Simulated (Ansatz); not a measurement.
Equation of state of V

Space group Im-3m (No. 229). a = 3.026 Å, b = 3.026 Å, c = 3.026 Å, α = 90.00°, β = 90.00°, γ = 90.00°
```csv
atom,site,symmetry,x,y,z
V,2a,m-3m,0.0000,0.0000,0.0000
```

The runs use the primitive cell with vectors (-1.513, 1.513, 1.513), (1.513, -1.513, 1.513), (1.513, 1.513, -1.513) Å, to which the k mesh refers.

The cell comes from COD entry 7101267, which wasn't checked; take it as a given geometry.

Methods: DFT, PBEsol, all-electron LAPW, scalar-relativistic (Ansatz 0.2.0); DFT, PBEsol, PAW with Ansatz's default frozen-core files, scalar-relativistic (Ansatz 0.2.0).

For LAPW: a Γ-centred 19×19×19 k mesh, Fermi–Dirac smearing of 0.03 eV, basis error target 1 meV/atom, spin-polarised from start moments V 1.5 μB (the moments died away, and the run ended non-magnetic). PAW takes a cutoff of 420 eV at this cell (files made with PBE, cores remade for this functional). The Ansatz runs share mesh, smearing and spin set-up. Plane-wave (PAW) pressures include the program's estimate of the Pulay term.

The cell above is scaled evenly, with fractional coordinates and shape held.

```
V/V(cell)  V (Å³/atom)  P, LAPW (GPa)  P, PAW (GPa)  free energy over the lowest listed, PAW (meV/atom)
   0.9400       13.023          -1.32         -1.27                                                 0.0
   0.9600       13.300          -5.20         -5.16                                                 5.6
   0.9800       13.577          -8.69         -8.65                                                17.6
   0.9900       13.716         -10.31        -10.27                                                25.8
   1.0000       13.854         -11.84        -11.81                                                35.4
   1.0100       13.993         -13.30        -13.27                                                46.2
   1.0200       14.131         -14.69        -14.66                                                58.3
   1.0400       14.408              ?             ?                                                   ?
   1.0600       14.685         -19.56        -19.54                                               117.7
```

Fill in the row V/V(cell) = 1.0400.

P, LAPW (GPa) = -17.25, P, PAW (GPa) = -17.23, free energy over the lowest listed, PAW (meV/atom) = 85.9.
